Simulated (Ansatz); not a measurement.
HfO2: moving Hf off its site

HfO2, Fm-3m, a = 5.115 Å (as given, not relaxed at this level: -8.4 GPa). This isn't the usual stable structure of the compound. Ansatz: r2SCAN, PAW, 500 eV, Γ-centred 8×8×8 mesh on 3 atoms, Gaussian smearing 0.05 eV; no spin polarisation.

```yaml
crystal:
  lattice:
    - [0.00000, 2.55750, 2.55750]
    - [2.55750, 0.00000, 2.55750]
    - [2.55750, 2.55750, 0.00000]
  atoms:
    - { symbol: Hf, position: [0.00000, 0.00000, 0.00000] }
    - { symbol: O, position: [0.25000, 0.25000, 0.25000] }
    - { symbol: O, position: [0.75000, 0.75000, 0.75000] }
```

Atom 1 (Hf) moves by x along the unit vector (1.000, 0.000, 0.000), with its periodic images; all else is held. y is the free energy of the cell over the start, F the force along the path summed over the moved atoms. Symmetry makes y even in x.

```
 x (Å) y (meV) F (eV/Å)
-0.200        ?         ?
-0.100     21.6      0.45
 0.000      0.0      0.00
 0.025      1.3     -0.10
 0.050      5.2     -0.21
 0.075     11.9     -0.33
 0.125     34.6     -0.59
 0.150     51.3     -0.75
 0.175     72.2     -0.92
```

Fit y = c2 x² + c4 x⁴ to the energies of the other rows, give the force constant, and predict energy and force of the missing row.

Least squares on the rows shown. y = 2064 x² + 9590 x⁴. The force constant is 2 c2 = 4.13 eV/Å², for the cell as given, at -8.4 GPa (for all images moving together, not for a lone atom). The force −dy/dx at the missing row is 1.13 eV/Å (computed 1.12). At x = -0.200 the fit asked for gives 97.9 meV. The run gave 97.7 meV, so the fit is 0.2 meV too high, a small miss on the scale of the series.

Spin–orbit coupling is left out, which can shift energies with elements as heavy as these.